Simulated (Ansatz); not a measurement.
## Ansatz 0.2.0, relaxation: TaAuN$_{2}$

Input:

```yaml
crystal:
  lattice:
    - [3.263726, 0.0, 0.0]
    - [-1.631863, 2.826474, 0.0]
    - [0.0, -1.884312, 6.049413]
  atoms:
    - { symbol: Ta, position: [0.5, 0.0, 0.5] }
    - { symbol: Au, position: [0.0, 0.0, 0.0] }
    - { symbol: "N", position: [0.119, 0.238, 0.357] }
    - { symbol: "N", position: [0.881, 0.762, 0.643] }
  symmetry: { tolerance: 0.0003 }
kpoints:
  mp_grid: { grid: [7, 7, 7], shift: [0, 0, 0] }
magnetization:
  noncollinear: true
  spin_orbit: true
scf:
  occupations: { method: fermi_dirac }
  lower_state_search: "off"
hamiltonian:
  pseudopotentials: { kind: paw_fr }
  xc: lda
basis:
  ecutwfc: 420
  fft_grid_basis: typed
relax:
  max_steps: 40
  cell: { p_target: 0.0 }
output:
  forces: true
  stress: true
  eigenvalues: true
  bader: true
  populations: true
  elf: true
  write_potential: true
  volumetric_format: npy
  dos:
    e_range: [-12, 8]
    de: 0.05
    projected: { site_lists: { Au: [Au], "N": ["N"], Ta: [Ta] } }
    method: { smearing: { sigma: 0.1, scheme: gaussian } }
checkpoint:
  read: saved_state
```

The command:

```bash
ansatz run input.yaml --threads 2 --pin off --max-ram 2560MiB --backend cpu --events-out ev --progress --plain --runs-dir out
```

Origin of the cell: a known structure type with other elements, at an estimated volume, so it need not be a known compound.

The smearing width isn't typed, so it takes its default of 0.1 eV.

The saved state is a converged single point of the same cell.

Steps («new basis» is an SCF on plane waves selected anew at the same cell):

| step | ΔF (meV/atom) | max force component (eV/Å) | P (GPa) | volume (Å³) | SCF iterations | step was |
| --- | --- | --- | --- | --- | --- | --- |
| 1 | 0.0 | 3.234 | -8.59 | 55.80 | 7 | accepted |
| 2 | -195.2 | 0.254 | -2.65 | 51.60 | 8 | accepted |
| 3 | -196.6 | 0.147 | 1.99 | 50.75 | 7 | accepted |
| 4 | -197.0 | 0.003 | -0.06 | 51.15 | 6 | accepted |
| 5 | -197.0 | 0.001 | 0.00 | 51.13 | 5 | accepted |
| 6 | -195.0 | 0.000 | -0.26 | 51.13 | 7 | new basis |
| 7 | -195.1 | 0.001 | 0.00 | 51.06 | 5 | accepted |
| 8 | -195.0 | 0.001 | 0.00 | 51.06 | 6 | new basis |

Step 1, with forces in eV/Å:

```xyz
4
Lattice="3.264 0.000 0.000 -1.632 2.826 0.000 0.000 -1.884 6.049" Properties=species:S:1:pos:R:3:forces:R:3 pbc="T T T" step=1
Ta    1.632   -0.942    3.025    0.000    0.000    0.000
Au    0.000    0.000    0.000    0.000    0.000    0.000
N     0.000    0.000    2.160    0.000    0.000   -3.234
N     1.632    0.942    3.890    0.000    0.000    3.234
```

Step 2, with forces in eV/Å:

```xyz
4
Lattice="3.105 0.000 0.000 -1.552 2.689 0.000 0.000 -1.792 6.182" Properties=species:S:1:pos:R:3:forces:R:3 pbc="T T T" step=2
Ta    1.552   -0.896    3.091    0.000    0.000    0.000
Au    0.000    0.000    0.000    0.000    0.000    0.000
N     0.000    0.000    2.018    0.000    0.000    0.254
N     1.552    0.896    4.164    0.000    0.000   -0.254
```

Step 3, with forces in eV/Å:

```xyz
4
Lattice="3.087 0.000 0.000 -1.544 2.674 0.000 0.000 -1.783 6.148" Properties=species:S:1:pos:R:3:forces:R:3 pbc="T T T" step=3
Ta    1.544   -0.891    3.074    0.000    0.000    0.000
Au    0.000    0.000    0.000    0.000    0.000    0.000
N     0.000    0.000    2.016    0.000    0.000   -0.147
N     1.544    0.891    4.132    0.000    0.000    0.147
```

Step 6, with forces in eV/Å:

```xyz
4
Lattice="3.096 0.000 0.000 -1.548 2.681 0.000 0.000 -1.788 6.159" Properties=species:S:1:pos:R:3:forces:R:3 pbc="T T T" step=6
Ta    1.548   -0.894    3.079    0.000    0.000    0.000
Au    0.000    0.000    0.000    0.000    0.000    0.000
N     0.000    0.000    2.017    0.000    0.000    0.000
N     1.548    0.894    4.142    0.000    0.000    0.000
```

Step 8, with forces in eV/Å:

```xyz
4
Lattice="3.094 0.000 0.000 -1.547 2.679 0.000 0.000 -1.786 6.160" Properties=species:S:1:pos:R:3:forces:R:3 pbc="T T T" step=8
Ta    1.547   -0.893    3.080    0.000    0.000    0.000
Au    0.000    0.000    0.000    0.000    0.000    0.000
N     0.000    0.000    2.017    0.000    0.000    0.001
N     1.547    0.893    4.143    0.000    0.000   -0.001
```

```yaml
Free_energy_lowered_by: 195.0 meV/atom
Volume_change: -8.50 %
Final_pressure: 0.00 GPa
Relaxation_steps_listed: 8
```

Caveats: no moments, though an odd count or open d shells may carry them; the k mesh is coarse if the cell is a metal; the relaxation held the start's symmetry, so the end may be a saddle point.

It ran for 220 s of wall time on 2 CPU thread(s) of a shared host, from a saved density.
